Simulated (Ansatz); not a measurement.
Level of theory: Ansatz, DFT, r2SCAN, plane waves (500 eV) with PAW, scalar-relativistic. (PAW data from PBE, frozen cores regenerated.)

An element in the omega (AlB2-type) structure gives this curve. The cell is scaled uniformly from the relaxed one, with fractional coordinates and shape fixed. Energies are extrapolated to zero smearing, pressures are those at the given smearing. Magnetic state: spin not included.

```tsv
V (Å³/atom)	E − E₀ (meV/atom)	P (GPa)
19.416	132.9	17.79
20.299	55.1	10.76
21.182	12.7	4.92
22.064	0.0	0.04
22.947	11.9	-4.02
23.829	44.3	-7.42
24.712	93.8	-10.25
```

(1) Which element is it?
A. germanium
B. hafnium
C. lithium
D. arsenic

## Answers

(1) B. Its fit is V₀ = 22.05 Å³/atom, B₀ = 112 GPa, B₀′ = 3.5.
